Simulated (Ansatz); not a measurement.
**EuAgSb with scf.occupations.width changed**

Level of theory: PBEsol, collinear spin, scalar-relativistic; Ansatz, plane waves to 420 eV (PAW set soft_2), k-mesh 3×3×3. These are the settings of the reference run.

Cell:

```
cell
1.0
     0.0000    0.0000    7.8752
    -7.0751    4.0848    0.0000
     0.0000   -8.1696    0.0000
Eu Ag Sb
6 6 6
Direct
  0.0000 0.6667 0.3333
  0.0000 0.0000 0.0000
  0.0000 0.3333 0.6667
  0.5000 0.3333 0.6667
  0.5000 0.6667 0.3333
  0.5000 0.0000 0.0000
  0.7500 0.3333 0.3333
  0.7500 0.6667 0.0000
  0.7500 0.0000 0.6667
  0.2500 0.0000 0.3333
  0.2500 0.3333 0.0000
  0.2500 0.6667 0.6667
  0.2500 0.3333 0.3333
  0.2500 0.6667 0.0000
  0.2500 0.0000 0.6667
  0.7500 0.0000 0.3333
  0.7500 0.3333 0.0000
  0.7500 0.6667 0.6667
```

The reference run of this cell is solved again as a single point with these keys changed:

| key | reference run | changed run |
| --- | --- | --- |
| scf.occupations.width | 0.05 | 0.01 |

**Question.** How far do the results move?

**Answer.** 

```
                                    quantity  reference run  changed run
energy, changed less reference (meV an atom)              0          0.0
                              pressure (GPa)            0.0          0.0
                        largest force (eV/Å)           0.00         0.00
                        gap on the mesh (eV)           0.00         0.00
                     moment of the cell (μB)          42.10        42.06
```

The results hardly move, so this setting matters little here. It took 16 iterations.

Caveats: the reference run: 4f shell without a U, which puts 4f levels too near the Fermi level; the reference run: open f or d shells may hold a state above the lowest; a single point, atoms not relaxed again.
